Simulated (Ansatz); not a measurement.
Input file for Ansatz (a quantum-chemistry and plane-wave program):

Ansatz 0.2 input:
```yaml
crystal:
  lattice:
    - [4.3740809862, 0.0, 0.0]
    - [0.0, 4.3740809862, 0.0]
    - [0.0, 0.0, 4.3740809862]
  atoms:
    - { symbol: Sc, position: [0.5, 0.0, 0.5] }
    - { symbol: Sc, position: [0.0, 0.5, 0.5] }
    - { symbol: Sc, position: [0.5, 0.5, 0.0] }
    - { symbol: Al, position: [0.0, 0.0, 0.0] }
kpoints:
  mp_grid: { grid: [20, 20, 20] }
hamiltonian:
  xc: pbesol
  pseudopotentials: { kind: paw }
scf:
  occupations: { method: fermi_dirac, width: 0.1 }
elastic: { mode: relaxed_ion, stencil: two_point, amplitude: 0.005, f_tol: 0.0005 }
```

Output (shortened):

```
Pseudopotential: Sc, paw, valence charge 11
Pseudopotential: Al, paw, valence charge 3
Functional definition: PBEsol
Crystal: 4 atoms, lattice volume = 83.687 Å³
Basis set: ecut = 420 eV, 1647 PW (Γ), exchange–correlation on 60×60×60 points (8 copies of the dense FFT grid, shifted against one another)
Bands: 22, of which v1, the nominal top of the filled ones, is band 18 counted from 1 (17 counted from 0)
Symmetry: 48 space group operations
Space group: Pm-3m (ITA 221), of the structure as read, at distance tolerance 4.4e-5 Å
k-points: 286 of 8000
automatic band count: the SCF goes on with 26 bands, as 22 were too few: the levels above may hold too much charge
SCF 1 converged in 9 iterations: F = -6859.783360 eV  dr2 = 1.75e-14
Crystal: 4 atoms, lattice volume = 83.269 Å³
Basis set: ecut = 420 eV, 1639 PW (Γ), exchange–correlation on 60×60×60 points (8 copies of the dense FFT grid, shifted against one another)
Bands: 26, of which v1, the nominal top of the filled ones, is band 18 counted from 1 (17 counted from 0)
Symmetry: 16 space group operations
k-points: 726 of 8000
SCF 2 converged in 8 iterations: F = -6859.782178 eV  dr2 = 5.89e-14
Crystal: 4 atoms, lattice volume = 84.106 Å³
SCF 3 converged in 8 iterations: F = -6859.783091 eV  dr2 = 6.86e-15
Crystal: 4 atoms, lattice volume = 83.687 Å³
Symmetry: 8 space group operations
k-points: 1221 of 8000
SCF 4 converged in 8 iterations: F = -6859.783002 eV  dr2 = 3.93e-15
Crystal: 4 atoms, lattice volume = 83.687 Å³
SCF 5 converged in 8 iterations: F = -6859.783002 eV  dr2 = 7.84e-15
SCF converged after 9 iterations
Free energy (F): -6859.783360 eV
Harris-Foulkes:  -6859.783360 eV  (|F-HF|=0.00e0)
Internal energy: -6859.611166 eV  (E = F + TS)
E sigma→0 (E₀):  -6859.697263 eV
Entropy (-TS):   -0.172193 eV (-43.048 meV/atom)
Fermi energy:    9.758820 eV
--- Per-component energies (eV) ---
  E_band       = -467.816162
  E_kinetic    = 807.494892
  E_local      = -2643.021732  (includes V_loc(G=0)·N_el)
  E_nonlocal   = 264.966572
  E_hartree    = 935.565950
  E_xc         = -349.887184
  E_vxc        = -415.468471  (∫ρ·V_xc dr)
  E_paw        = -3251.834154  (= ΣΔE_a)
  E_vpaw       = -352.919351  (= ΣTr[D̂ρ^β])
  E_aug_tail   = 0.000027  (compensation charges beyond the density's cutoff)
  E_ewald      = -2623.301751
  E_core_change = 0.406214  (= ΣΔE_core)
  E_smearing   = -0.172193  (= −TS)
  E_closure    = 0.000000  (closes the sum)
  Σ components = -6859.783360   (vs F -6859.783360, Δ=0.00e0)
--- Forces (eV/Å), atoms counted from 1 ---
  atom   1  Sc     0.00000000     0.00000000     0.00000000
  atom   2  Sc     0.00000000     0.00000000     0.00000000
  atom   3  Sc     0.00000000     0.00000000     0.00000000
  atom   4  Al     0.00000000     0.00000000     0.00000000
  max |Σ_I F_I| component: 0.0 eV/Å
--- Stress (GPa, compression-positive) ---
        0.172907       0.000000       0.000000
        0.000000       0.172907       0.000000
        0.000000       0.000000       0.172907
  P = ⅓ Tr σ = 0.1729 GPa (1.729 kbar)
--- Band table (eV; the first three rows and the last of 286) ---
  k-point 0: bands = ["-39.3378", "-39.2198", "-39.2198", "-18.2613", "-18.2613", "-18.2613", "-17.9663", "-17.9663", "-17.9663", "-17.8133", "-17.8133", "-17.8133", "2.8278", "7.1953", "8.7076", "8.7076", "9.3315", "9.3315", "9.3315", "10.4715", "10.4715", …
  k-point 1: bands = ["-39.3371", "-39.2204", "-39.2198", "-18.2597", "-18.2597", "-18.2589", "-17.9668", "-17.9668", "-17.9666", "-17.8164", "-17.8144", "-17.8144", "2.8490", "7.2045", "8.6504", "8.7290", "9.3230", "9.3230", "9.3410", "10.4665", "10.4665", …
  k-point 2: bands = ["-39.3352", "-39.2223", "-39.2197", "-18.2550", "-18.2550", "-18.2518", "-17.9684", "-17.9684", "-17.9673", "-17.8257", "-17.8178", "-17.8178", "2.9122", "7.2266", "8.4948", "8.7924", "9.2978", "9.2978", "9.3694", "10.4565", "10.4565", …
  k-point 285: bands = ["-39.2581", "-39.2581", "-39.2581", "-18.4300", "-18.2153", "-18.2153", "-18.2153", "-17.8348", "-17.8348", "-17.8167", "-17.8167", "-17.8167", "5.0509", "8.2680", "8.2680", "8.2680", "8.6644", "8.6644", "8.6644", "10.3064", "11.2381", …
--- Elastic constants: 2 strain directions × 2 members + reference (group order 48) ---
  dense FFT box of the reference and of every strained cell: 30×30×30
  strains applied: 11, 23; error gains: componentwise 1.00 (the most a stress slope's error grows in a printed constant), spectral 1.73 (1 for all six strains …
  C = ∂σ_k/∂η_j (tension-positive GPa; Voigt order 11 22 33 23 13 12):
       111.210     45.727     45.727      0.000      0.000      0.000
        45.727    111.210     45.727      0.000      0.000      0.000
        45.727     45.727    111.210      0.000      0.000      0.000
         0.000      0.000      0.000     54.703      0.000      0.000
         0.000      0.000      0.000      0.000     54.703      0.000
         0.000      0.000      0.000      0.000      0.000     54.703
  reference stress σ⁰ (GPa):     -0.173     -0.173     -0.173      0.000      0.000      0.000
  moduli (Voigt/Reuss/Hill, GPa): K = 67.55/67.55/67.55   G = 45.92/43.13/44.52   E = 109.51   ν = 0.230
  mechanically stable: yes (min eigenvalue of sym C = 54.70 GPa)
  strain η (Voigt 11):  stress-route row diagonal C_11 = 111.21 GPa, energy-path curvature d²(F+E_count+ΔE)/dδ²/Ω₀ = 111.21 GPa
         δ    σ_11 (GPa)             F (eV)   n_scf  n_hpsi   n_pw
    -5.000e-3      -0.7345       -6859.7821775       8  324216   1654   relax 0 steps, max|allowed force component| 0.0 eV/Å
     5.000e-3       0.3776       -6859.7830907       8  299638   1667   relax 0 steps, max|allowed force component| 0.0 eV/Å
  strain η (Voigt 23):  stress-route row diagonal C_44 = 54.70 GPa, energy-path curvature d²(F+E_count+ΔE)/dδ²/Ω₀ = 54.79 GPa
         δ    σ_23 (GPa)             F (eV)   n_scf  n_hpsi   n_pw
    -5.000e-3      -0.2735       -6859.7830025       8  559862   1654   relax 0 steps, max|allowed force component| 0.0 eV/Å
     5.000e-3       0.2735       -6859.7830025       8  510553   1654   relax 0 steps, max|allowed force component| 0.0 eV/Å
```

Cost: roughly 7 core-minutes on shared cores.

The workflow started from a Materials Project entry (that database holds measured and hypothetical structures alike); the Crystallography Open Database copy checked does not list it. Its standing as an ambient phase is unchecked. The PBEsol relaxation kept the symmetry of its start; whether a distortion lowers the energy is not shown. The run is not spin-polarised. As this level gives no gap, shear constants depend on the k-mesh and smearing (Fermi–Dirac, 0.1 eV here).

Potentials: the later of the program's two PAW sets.

Ansatz is a plane-wave DFT program.
